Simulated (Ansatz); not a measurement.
## WSe$_{2}$: from a starting cell to a relaxed one

The start is a generated cell, WSe2 built in the AFLOW prototype AB2_cF48_227_c_e (as in Ti2C). Cell shape, volume and atoms are optimised at zero target pressure with PBEsol (plane waves to 420 eV, PAW, scalar-relativistic; Ansatz, a program for electronic structure). The first steps use a coarse 3×3×3 k-mesh.

Initial structure:
```yaml
crystal:
  lattice:
    - [0.00000, 5.09772, 5.09772]
    - [5.09772, 0.00000, 5.09772]
    - [5.09772, 5.09772, 0.00000]
  atoms:
    - { symbol: W, position: [0.62500, 0.62500, 0.62500] }
    - { symbol: W, position: [0.12500, 0.62500, 0.62500] }
    - { symbol: W, position: [0.62500, 0.12500, 0.62500] }
    - { symbol: W, position: [0.62500, 0.62500, 0.12500] }
    - { symbol: Se, position: [0.87000, 0.87000, 0.87000] }
    - { symbol: Se, position: [0.39000, 0.87000, 0.87000] }
    - { symbol: Se, position: [0.87000, 0.39000, 0.87000] }
    - { symbol: Se, position: [0.87000, 0.87000, 0.39000] }
    - { symbol: Se, position: [0.38000, 0.38000, 0.38000] }
    - { symbol: Se, position: [0.86000, 0.38000, 0.38000] }
    - { symbol: Se, position: [0.38000, 0.86000, 0.38000] }
    - { symbol: Se, position: [0.38000, 0.38000, 0.86000] }
```

| Quantity | Value |
|---|---|
| Initial pressure | +4 GPa (positive: the cell is compressed) |
| Largest initial force | about 2.0 eV/Å, on Se5, Se6, Se7, Se8, Se9, Se10, Se11, Se12 (atoms numbered as listed) |
| Energy released | 0.16 to 0.17 eV/atom (the two k-meshes of the run give this range) |
| Volume change | -12.1 %, from 22.08 to 19.41 Å³/atom |
| Band gap at the end | no gap (metallic) |
| Optimiser moves | 9 |

The end point of the relaxation:

Space group Fd-3m, origin choice 1 (No. 227); a = b = c = 9.7660 Å, α = β = γ = 90.00°

| atom | site | symmetry | x | y | z |
|---|---|---|---|---|---|
| W | 16d | .-3m | 0.6250 | 0.6250 | 0.6250 |
| Se | 32e | .3m | 0.3652 | 0.3652 | 0.3652 |
(The calculation used a cell of 12 atoms; values per cell refer to that cell.)

Final values are on a 7×7×7 k-mesh of the relaxed cell. No spin polarisation in the result.

The run could not lose the symmetry of its start, so the end can be a saddle point.

The relaxed structure here is a generated cell of WSe2: the first start was made by placing the elements on the sites of a structure type, and the end was not matched to a known phase here, so it may be hypothetical. Known forms of WSe2 include space group No. 194.
